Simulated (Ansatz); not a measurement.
Relaxed-ion elastic tensor of NbRu in space group Cmmm (No. 65; Nb on 2a, Ru on 2c) in GPa (Voigt order), DFT-PBEsol in the program Ansatz with PAW potentials; density 10.44 g/cm³, 15.42 Å³ per atom.

```
 298   162   284   0.0   0.0   0.0
 162   364   154   0.0   0.0   0.0
 284   154   381   0.0   0.0   0.0
 0.0   0.0   0.0  75.9   0.0   0.0
 0.0   0.0   0.0   0.0  98.5   0.0
 0.0   0.0   0.0   0.0   0.0   107
```

**Question.** Is the crystal mechanically stable?

**Answer.** Yes: the smallest eigenvalue of C is 50.8 GPa.

**Question.** Work out the Voigt, Reuss and Hill averages.

**Answer.** K_V = 249, K_R = 242, K_H = 246; G_V = 85.9, G_R = 62.3, G_H = 74.1 GPa.

**Question.** Give Young's modulus, Poisson's ratio, Pugh's ratio and the universal anisotropy index.

**Answer.** E = 9KG/(3K + G) = 202 GPa; ν = 0.36; K/G = 3.32 (ductile by the Pugh limit of 1.75); A_U = 5G_V/G_R + K_V/K_R − 6 = 1.93.

**Question.** Estimate the sound speeds and the Debye temperature.

**Answer.** v_l = √((K + 4G/3)/ρ) = 5740 m/s, v_t = √(G/ρ) = 2660 m/s, mean 3000 m/s; Θ = (h/k)(3n/4πV)^(1/3) v_m = 359 K.

**Question.** How much does each axis shrink under pressure?

**Answer.** Linear compressibilities β_i = Σ_j S_ij (j = 1 to 3): x 2.0, y 1.7, z 0.44 per TPa.

The workflow started from a Materials Project entry (that database holds measured and hypothetical structures alike); the Crystallography Open Database copy checked does not list it. COD files the formula under space group No. 123, 221. With Nb and Ru taken as one species the cell has the higher symmetry I4/mmm, so it may be an ordered model of a mixed-site phase. Whether it is the stable phase at ambient conditions was not checked. The cell was relaxed with PBEsol under the symmetry of its start; its stability against distortions is not shown here. No spin polarisation was allowed. As this level gives no gap, shear constants depend on the k-mesh and smearing (Fermi–Dirac, 0.1 eV here). On the denser mesh and wider smearing of the elastic run this cell carries a stress of 0.7 GPa.

Potentials: the later of the program's two PAW sets.
